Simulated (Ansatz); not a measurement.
Ge5Pt3: start and end of a relaxation

The guess for Ge5Pt3 was made by a generator: random cell by space group and Wyckoff sites (Pm-3m, No. 221). The dimensions are guesses.

start:

Space group Pm-3m (No. 221). a = 4.735 Å, b = 4.735 Å, c = 4.735 Å, α = 90.00°, β = 90.00°, γ = 90.00°
```csv
atom,site,symmetry,x,y,z
Ge,1a,m-3m,0.0000,0.0000,0.0000
Ge,1b,m-3m,0.5000,0.5000,0.5000
Ge,3c,4/mm.m,0.0000,0.5000,0.5000
Pt,3d,4/mm.m,0.5000,0.0000,0.0000
```

Level of theory: DFT PBE, scalar-relativistic, plane waves, PAW in Ansatz. Cutoff 420 eV, Gaussian smearing, Γ-centred meshes. Cell and atoms relax first on a coarse mesh and then on a finer one. In between, the cell is made exact in the group found at 0.06 Å. In metals the finer mesh still leaves noise of several meV/atom or more. The steps can't lower the symmetry of their start. No spin polarisation.

end:

Space group Pm-3m (No. 221). a = 5.253 Å, b = 5.253 Å, c = 5.253 Å, α = 90.00°, β = 90.00°, γ = 90.00°
```json
{"atom": "Ge", "site": "1a", "symmetry": "m-3m", "x": "0.0000", "y": "0.0000", "z": "0.0000"}
{"atom": "Ge", "site": "1b", "symmetry": "m-3m", "x": "0.5000", "y": "0.5000", "z": "0.5000"}
{"atom": "Ge", "site": "3c", "symmetry": "4/mm.m", "x": "0.0000", "y": "0.5000", "z": "0.5000"}
{"atom": "Pt", "site": "3d", "symmetry": "4/mm.m", "x": "0.5000", "y": "0.0000", "z": "0.0000"}
```

The symmetry stays Pm-3m (No. 221). The volume per atom grows by 36.5 %, from 13.3 to 18.1 Å³. The shortest distance goes from 2.37 Å (Ge–Pt and Ge–Ge) to 2.63 Å (Ge–Pt and Ge–Ge). The energy falls by about 0.87 eV/atom (the start's value is from the coarse mesh).

For Ge5Pt3, the volume per atom is 18.11 Å³ and the density is 10.87 g/cm³. The formation energy is −0.08 eV/atom and the gap on the 8×8×8 mesh of the 8-atom cell is 0 eV (a metal).

Formation energies are uncorrected and refer to the elements' standard structures at the same level. It lies below the elements, which doesn't yet make it stable against other compounds or structures.

The last run used Gaussian smearing of 0.10 eV. These runs have no spin–orbit coupling, which can matter for Pt. Symmetry constrained the relaxation, so the result can be a saddle point. In all, the 3 runs took 5.2 min on 1 thread of Arm Neoverse N1 (shared host).
